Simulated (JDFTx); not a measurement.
- surface: Hf(0001)
- bulk: Hf, P6_3/mmc, lattice of mp-103 (not re-optimised)
- slab: 4 atoms in 4 planes, 1x1, 7.4 Å between the outermost planes
- in-plane cell: 3.192 × 3.192 Å, 8.83 Å²
- cell height: 23.6 Å
- sampling: 8×8×1 k mesh, Fermi smearing 0.01 Ha, no spin polarisation

Profiles through the double layer of this slab, charged, in CANDLE, water, 0.5 M KF; PBE, GBRV ultrasoft potentials, plane waves to 20/100 Ha, a modified build of JDFTx. z is the height above the outermost atoms, φ the plane-averaged electrostatic potential energy of an electron (zero in the bulk liquid), ρ_b the bound charge of solvent and ions, s the cavity shape function (0 in the solid, 1 in the liquid).

| z (Å) | n (e/Å³) | s | φ (eV) | ρ_b (10⁻³ e/Å³) |
|---|---|---|---|---|
| 1.01 | 0.1305 | 0.00 | -4.405 | -0.01 |
| 1.46 | 0.0434 | 0.00 | -2.659 | -1.39 |
| 1.91 | 0.0145 | 0.00 | -0.946 | -14.05 |
| 2.36 | 0.0043 | 0.05 | -0.262 | -10.76 |
| 2.81 | 0.0012 | 0.26 | -0.156 | -0.93 |
| 3.26 | 0.0003 | 0.55 | -0.124 | -0.05 |
| 3.71 | 0.0001 | 0.82 | -0.107 | -0.04 |
| 4.16 | 0.0000 | 0.98 | -0.096 | -0.02 |
| 4.61 | 0.0000 | 1.00 | -0.086 | -0.02 |
| 5.06 | 0.0000 | 1.00 | -0.078 | -0.02 |
| 5.51 | 0.0000 | 1.00 | -0.070 | -0.02 |
| 5.96 | 0.0000 | 1.00 | -0.063 | -0.02 |
| 6.41 | 0.0000 | 1.00 | -0.057 | -0.02 |
| 6.86 | 0.0000 | 1.00 | -0.051 | -0.02 |
| 7.31 | 0.0000 | 1.00 | -0.046 | -0.01 |
| 7.76 | 0.0000 | 1.00 | -0.042 | -0.01 |

### Question
Is the electrode positively or negatively charged, and roughly by how much?

### Answer
Positively: σ = 19.8 μC/cm² per face. The liquid's bound charge is of the opposite sign overall, and far from the surface φ decays with the screening length (4.3 Å).
